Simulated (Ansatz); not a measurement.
ZnAg (L1₀ or tetragonal B2, P4/mmm), a = b = 2.965 Å, c = 3.318 Å, α = β = γ = 90.00°.

This is the LDA-relaxed structure.

Task: All from LDA in the plane-wave PAW code Ansatz, unless another level is named. Give the density of states at the Fermi level.

Result: 0.24 states/eV per atom (mean over ±0.08 eV).

Task: And the formation energy from the elements (no fitted shifts)?

Result: -0.065 eV/atom.

The workflow started from a Materials Project entry (that database holds measured and hypothetical structures alike); the Crystallography Open Database copy checked does not list it. COD files the formula under space group No. 221. Its standing as an ambient phase is unchecked. The LDA relaxation kept the symmetry of its start; whether a distortion lowers the energy is not shown. The run is not spin-polarised. Axis ratios of metals converge slowly with the k-mesh, so a and c are less sure than the volume. The references are the lowest solids computed at this level, not always the standard phases. Scalar-relativistic: spin–orbit coupling is off unless named, which matters more the heavier the elements.

Potentials: the later of the program's two PAW sets.
